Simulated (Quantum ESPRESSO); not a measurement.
**Band energies of YOF**

```
YOF
1.0
    3.83227     0.00000     0.00000
    0.00000     3.83227     0.00000
    0.00000     0.00000     5.44666
O F Y
2 2 2
Direct
  0.00000   0.00000   0.50000
  0.50000   0.50000   0.50000
  0.50000   0.50000   0.00000
  0.00000   0.00000   0.00000
  0.50000   0.00000   0.71148
  0.00000   0.50000   0.28852
```

PBEsol (pw.x of Quantum ESPRESSO, ONCV potentials, with spin-orbit coupling); path ΓXMΓZRAZ,XR,MA; energies in eV from the valence-band maximum.

```
k (1/Å)  point  band 48  band 49  band 50  band 51  band 52  band 53  band 54  band 55
-------  -----  -------  -------  -------  -------  -------  -------  -------  -------
0.00         Γ    -0.23     4.95     4.95     5.63     5.63     5.69     5.69     6.15
0.20              -0.33     5.26     5.26     5.66     5.66     5.82     5.82     6.21
0.61              -0.54     5.49     5.49     5.74     5.74     6.39     6.39     6.85
0.82         X    -0.69     5.51     5.51     5.51     5.51     6.62     6.62     6.62
1.02              -0.61     5.51     5.51     5.53     5.53     6.70     6.70     6.72
1.23              -0.45     5.40     5.40     5.42     5.42     7.01     7.01     7.03
1.64         M    -0.32     5.12     5.12     5.12     5.12     6.67     6.67     6.67
2.03              -0.07     5.35     5.35     5.51     5.51     6.75     6.75     7.08
2.41              -0.11     5.67     5.67     5.83     5.83     6.00     6.00     6.41
2.61              -0.20     5.24     5.24     5.66     5.66     5.80     5.80     6.20
2.80         Γ    -0.23     4.95     4.95     5.63     5.63     5.69     5.69     6.15
2.99              -0.20     5.15     5.15     5.64     5.64     5.75     5.75     6.33
3.38         Z    -0.11     5.64     5.64     5.96     5.96     6.17     6.17     7.00
3.54              -0.17     5.71     5.71     6.02     6.02     6.28     6.28     6.86
3.87              -0.46     6.12     6.12     6.28     6.28     6.34     6.34     6.68
4.20         R    -1.01     6.33     6.33     6.33     6.33     6.50     6.50     6.50
4.52              -0.60     5.69     5.69     5.72     5.72     6.70     6.70     6.70
4.69              -0.42     5.50     5.50     5.53     5.53     6.84     6.84     6.84
5.02         A    -0.35     5.53     5.53     5.53     5.53     6.78     6.78     6.78
5.31              -0.13     5.28     5.28     5.72     5.72     6.77     6.77     6.97
5.45              -0.04     5.27     5.27     5.92     5.92     6.56     6.56     6.96
5.74              -0.02     5.85     5.85     6.06     6.06     6.20     6.20     6.70
6.03              -0.11     5.70     5.70     6.01     6.01     6.26     6.26     6.81
6.17         Z    -0.11     5.64     5.64     5.96     5.96     6.17     6.17     7.00
6.17         X    -0.69     5.51     5.51     5.51     5.51     6.62     6.62     6.62
6.37              -0.78     5.65     5.65     5.65     5.65     6.59     6.59     6.59
6.75         R    -1.01     6.33     6.33     6.33     6.33     6.50     6.50     6.50
6.75         M    -0.32     5.12     5.12     5.12     5.12     6.67     6.67     6.67
6.94              -0.33     5.21     5.21     5.21     5.21     6.69     6.69     6.69
7.33         A    -0.35     5.53     5.53     5.53     5.53     6.78     6.78     6.78
```

The PBEsol gap is indirect, 4.95 eV, from 50 % of the way from A to Z to Γ; the smallest direct gap is 5.18 eV.

Geometry of the Materials Project entry, not relaxed at this level.

The structure is a Materials Project entry; no match was found in the copy of COD used, and its stability was not checked.
